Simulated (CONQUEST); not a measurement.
Worked example: self-consistent single point of ZnS (Cmc2_1, 8 atoms in the cell; from Materials Project mp-560588, changed as shown) in CONQUEST.

Computed with PBE, numerical atomic orbitals double-zeta with polarisation (the shipped basis), PseudoDojo norm-conserving potentials made for PBE (CONQUEST).

The change in words: lattice vector b scaled by 1.02. Reference geometry (P6_3mc):
```
ZnS
1.0
    3.85527     0.00000     0.00000
    0.00000     6.67753     0.00000
    0.00000     0.00000     6.31907
Zn S
4 4
Cartesian
  0.00000   2.22584   0.00088
  1.92764   1.11292   3.16042
  1.92764   5.56461   0.00088
  0.00000   4.45169   3.16042
  0.00000   2.22584   2.36877
  1.92764   1.11292   5.52831
  1.92764   5.56461   2.36877
  0.00000   4.45169   5.52831
```

Reference input (self-consistent single point, DFT, PBE, numerical atomic orbitals double-zeta with polarisation (the shipped basis), PseudoDojo norm-conserving potentials made for PBE): basis = DZP; Diag.MPMeshX, Y, Z = 6 4 4; potentials = PseudoDojo norm-conserving PBE; Grid.GridCutoff = 175 Ha; DM.SolutionMethod = diagon; Diag.kT = 0.0001 Ha; Diag.GammaCentred = true; minE.SCTolerance = 1.0e-06; SC.MaxIters = 100; SC.LinearMixingFactor = 0.3; AtomMove.TypeOfRun = static. This run's input differs from it in these lines:

```diff
@@ -32,3 +32,3 @@
      3.855275000      0.000000000      0.000000000
-     0.000000000      6.677533000      0.000000000
+     0.000000000      6.811084000      0.000000000
      0.000000000      0.000000000      6.319074000
```

The program printed (abridged):

```
    new_SC_potl: Starting.  Tolerance:  0.10000E-05

    PulayMixSC: Starting Pulay mixing, A_up =  0.300 A_dn =  0.300
    PulayMixSC: Spin non-polarised calculation.
          Harris-Foulkes Energy            :      -880.533568949858704 Ha
          (TS=0 as O(N) or entropic contribution is negligible)
          DFT Total Energy                 :      -880.359035417120822 Ha
          Total number of electrons        :       104.000000000002444
    PulayMixSC: Pulay iteration     1 residual:              0.15465E-02
          Harris-Foulkes Energy            :      -880.465930409113753 Ha
   [... lines left out ...]
          (TS=0 as O(N) or entropic contribution is negligible)
          DFT Total Energy                 :      -880.458945915758704 Ha
          Total number of electrons        :       104.000067975538641
    PulayMixSC: Pulay iteration     6 residual:              0.41290E-05
          Harris-Foulkes Energy            :      -880.458946084882996 Ha
          (TS=0 as O(N) or entropic contribution is negligible)
          DFT Total Energy                 :      -880.458946062492942 Ha
          Total number of electrons        :       104.000067923890356
    PulayMixSC: Pulay iteration     7 residual:              0.80304E-06
    PulayMixSC: Reached SCF tolerance of  0.80304E-06 after      7 iterations
      | Number of electrons      =       104.000068
      |* band energy as 2Tr[K.H] =      -142.053613218392201 Ha
      |  screened ion-ion energy =      -754.335481530167499 Ha
      |  Ha correction           =         5.080942736109199 Ha
      |  XC correction           =        10.849236263602091 Ha
      |* Harris-Foulkes energy   =      -880.458946084882996 Ha
      |* DFT total energy        =      -880.458946062492942 Ha
      |  estimated accuracy      =        -0.000000022390054 Ha

    force: Forces on atoms (Ha/A )
    force:  Atom   X              Y              Z
    force:     1  -0.0000000000   0.0023779080  -0.0020145874
    force:     2   0.0000000000  -0.0023779080  -0.0020145874
   [... lines left out ...]
    force: Maximum force :        0.00405923(Ha/A ) on atom         5 in y direction
   [... lines left out ...]
    force: Force Residual:        0.00392639 Ha/A
    force: Total stress:         -0.95812838     0.00000000    -0.00000000 GPa
                             0.00000000     0.83853744     0.00000000
                            -0.00000000    -0.00000000    -1.17075490
    force: Average pressure:      0.43011528 GPa

    force: Finished force
    get_E_and_F: Change in energy during last step of electronic optimisation:  0.21521E-06
```

The run converged in 7 iterations. CONQUEST prints the stress tensor with tension positive. Against the reference run the free energy hardly moves (within 1 meV/atom), the pressure goes from 1.71 to 0.43 GPa and the gap on the mesh goes from 2.249 to 2.124 eV.

The program uses no crystal symmetry, so grid and mesh can part values that symmetry would make equal. The atom-centred basis is finite, which shifts total energies, pressures, gaps and forces against plane waves. The structure comes from a collection of computed structures, made at another level of theory; the collection holds predicted forms beside known ones. Its lattice was then scaled.

Cost on one core: roughly 110 core-seconds.
